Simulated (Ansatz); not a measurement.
**HfC: stiffness from a series of strains**

```xyz
2
Lattice="0.0000 2.3250 2.3250 2.3250 0.0000 2.3250 2.3250 2.3250 0.0000" Properties=species:S:1:pos:R:3 pbc="T T T"
Hf    2.3250    2.3250    2.3250
C     0.0000    0.0000    0.0000
```

Atom numbers follow the list: Hf1, C2.

The cell comes from COD entry 1539502, which wasn't checked; take it as a given geometry.

Spin–orbit coupling is left out, though it moves levels of the heavy atoms by tenths of an eV or more.

These are results of DFT, LDA, all-electron LAPW, scalar-relativistic (Ansatz 0.2.0), not measurements.

Settings: a Γ-centred 12×12×12 k mesh, Fermi–Dirac smearing of 0.05 eV, basis error target 0.25 meV/atom, no spin polarisation.

The strain is applied along the Cartesian axes of the cell as listed (the other components stay zero). Fractional coordinates are held (clamped ions).

σ is the change of stress from the unstrained cell, which is at -11.78 GPa; tension is positive, so slopes are stress–strain coefficients at that pressure. In a metal the k mesh adds noise.

Only quantities that a quadratic follows smoothly over the whole series are listed; rougher ones are left out.

```
    εzz  σzz (GPa)  σxx (GPa)
-0.0200     -10.31      -1.88
 0.0000       0.00       0.00
 0.0100       4.38       0.87
 0.0200       8.27       1.70
```

Question: Fit the series and read off the stiffness at zero strain.

Answer: Least-squares fits y = p0 + p1 x + p2 x² to the rows give σzz (GPa): p1 = 464, p2 = -2500; σxx (GPa): p1 = 89.5, p2 = -220. So C11 = 464 GPa and C12 = 89 GPa, which gives B = (C11 + 2 C12)/3 = 214 GPa.

Question: One run, at εzz = -0.0100, is withheld. Predict its row.

Answer: The fits give -4.90, -0.92; the run gave -4.88, -0.92.
